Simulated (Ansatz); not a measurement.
## Property card for GdIn

GdIn:
```
CELL_PARAMETERS angstrom
      3.71902     0.00000     0.00000
      0.00000     3.71902     0.00000
      0.00000     0.00000     7.84923
ATOMIC_POSITIONS crystal
  Gd 0.00000 0.00000 0.00000
  In 0.50000 0.50000 0.25000
  Gd 0.00000 0.00000 0.50000
  In 0.50000 0.50000 0.75000
```
The run is spin-polarised; directions of the spins, atom by atom: ↑ 0 ↓ 0.

Space group P4/mmm (No. 123), L1₀ or tetragonal B2; conventional cell a = 3.7190 Å, b = 3.7190 Å, c = 3.9246 Å, α = 90.00°, β = 90.00°, γ = 90.00°.

Method: DFT-r²SCAN in the program Ansatz with PAW potentials. Geometry: relaxed at this level of theory. Other levels are named where they apply.

Cell and energy:

```yaml
volume_per_atom: 27.14 Å³
density: 8.32 g/cm³
Formation energy from the elements (no fitted shifts): -0.59 eV/atom
```

Electronic structure:

```yaml
electronic_character: metallic (no gap)
Density of states at the Fermi level: 0.27 states/eV per atom (mean over ±0.08 eV)
```

Magnetism:

```yaml
magnetic_order: antiferromagnetic
net_moment: 0.00 μB per atom
```

Charges:

```yaml
bader_charges: Gd +1.20, In -1.20 e
```

The workflow started from an entry of the Crystallography Open Database (COD), which files this formula under 2 space groups. Whether it is the stable phase at ambient conditions was not checked. Symmetry was held in the r²SCAN relaxation, as lowered by the spin order; whether a distortion lowers the energy is not shown. Spin order of the final state: antiferromagnetic, chosen from 4 collinear starts compared on coarse meshes (ties went to the first, and starts can fall back to one state), not a proven ground state. The 4f shell is in the valence, and the state reached may lie above the lowest one. Other orbital occupations within this spin state were not tried. No Hubbard U is applied. Point labels and valley counts follow the cell and symmetry of the run, lower than the named group. Axis ratios of metals converge slowly with the k-mesh, so a and c are less sure than the volume. The references are the lowest solids computed at this level, not always the standard phases. Scalar-relativistic: spin–orbit coupling is off unless named, which matters more the heavier the elements.

Potentials: the later of the program's two PAW sets.
